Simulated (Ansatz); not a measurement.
The cell is an ordered 6-atom cell of Sr₂MgO₃ on the rocksalt lattice (I4/mmm); cell and atoms were relaxed with r2SCAN. The symmetry is I4/mmm (No. 139, tetragonal); a = 3.527 Å, c = 14.462 Å in the conventional setting, 15.00 Å³ an atom. Mg has 6 O at 2.12–2.49 Å; O has 1 Mg at 2.12 Å and 4 Sr at 2.50 Å; Sr has 5 O at 2.31–2.50 Å; O has 2 Sr at 2.31 Å and 4 Mg at 2.49 Å.

3 runs of the PAW code Ansatz on this cell differ in the functional (and in the settings that go with it). Levels are in eV from each run's valence top; v1 is the last filled band, c1 the first empty one.

Run A, mean stress -0.5 GPa (compression positive):
```
point     v2     v1    c1    c2
    Γ   0.00   0.00  5.37  6.10
    X  -0.19  -0.13  6.15  6.82
    P  -0.16  -0.16  6.45  6.45
    N  -0.37  -0.27  8.33  8.45
```

Run B, mean stress +2.3 GPa (compression positive):
```
point     v2     v1    c1    c2
    Γ  -0.02   0.00  3.16  3.84
    X  -0.15  -0.10  3.91  4.54
    P  -0.13  -0.13  4.20  4.20
    N  -0.45  -0.24  5.98  6.10
```

Run C, mean stress -0.5 GPa (compression positive):
```
point     v2     v1    c1    c2
    Γ   0.00   0.00  4.66  5.36
    X  -0.18  -0.12  5.42  6.07
    P  -0.15  -0.15  5.71  5.71
    N  -0.37  -0.26  7.58  7.70
```

Question: Match the runs to PBE, HSE06, PBE0.

Answer: A is PBE0, B is PBE, C is HSE06. In order of the gap: PBE 3.16, HSE06 4.66, PBE0 5.37 eV.

Values at 0 K without nuclear motion; spin polarisation is off, and the phase may be a hypothetical one.

The runs are scalar-relativistic, without spin-orbit coupling.

The stress of a hybrid is loosely converged in these runs.
